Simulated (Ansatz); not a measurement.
The relaxed structure here is a generated cell of WSe2: the first start was made by placing the elements on the sites of a structure type, and the end was not matched to a known phase here, so it may be hypothetical. Known forms of WSe2 include space group No. 194.

One starting cell of WSe2 (a generated trial cell of WSe2 in the baddeleyite structure type) was relaxed twice with Ansatz (plane waves, PAW, scalar-relativistic): with r2SCAN at 500 eV and with PBE at 420 eV. The r2SCAN result:

```cif
data_Se8W4
_chemical_formula_sum 'W4 Se8'
_space_group_name_H-M_alt 'P 1'
_space_group_IT_number 1
_cell_length_a 6.24859
_cell_length_b 6.25423
_cell_length_c 6.43052
_cell_angle_alpha 90.000
_cell_angle_beta 100.085
_cell_angle_gamma 90.000
loop_
_space_group_symop_operation_xyz
  'x, y, z'
loop_
_atom_site_label
_atom_site_type_symbol
_atom_site_fract_x
_atom_site_fract_y
_atom_site_fract_z
_atom_site_occupancy
W1 W 0.27590 0.04989 0.19933 1
W2 W 0.72410 0.54989 0.30067 1
W3 W 0.72410 0.95011 0.80067 1
W4 W 0.27590 0.45011 0.69933 1
Se1 Se 0.08118 0.34844 0.34067 1
Se2 Se 0.91882 0.84844 0.15933 1
Se3 Se 0.91882 0.65156 0.65933 1
Se4 Se 0.08118 0.15156 0.84067 1
Se5 Se 0.44720 0.76247 0.49543 1
Se6 Se 0.55280 0.26247 0.00457 1
Se7 Se 0.55280 0.23753 0.50457 1
Se8 Se 0.44720 0.73753 0.99543 1
```

| quantity | r2SCAN | PBE |
|---|---|---|
| space group | P2₁/c | P2₁/c |
| volume (Å³/atom) | 20.62 | ___ |
| a (Å) | 6.249 | ___ |
| b (Å) | 6.254 | ___ |
| c (Å) | 6.431 | ___ |
| gap (eV, no spin-orbit coupling) | 0.00 | ___ |

### Question
What does PBE give for the same quantities?

### Answer

- volume (Å³/atom), PBE: 20.97
- a (Å), PBE: 6.299
- b (Å), PBE: 6.264
- c (Å), PBE: 6.477
- gap (eV, no spin-orbit coupling), PBE: 0.00

Both levels end in the same structure; PBE's volume is 1.7 % larger. Neither column is exact.

No spin polarisation in the result. Spin-orbit coupling is missing; with elements this heavy it can move band edges by tenths of an eV or more.

The run could not lose the symmetry of its start, so the end can be a saddle point.

Ansatz is a quantum-chemistry and plane-wave program.
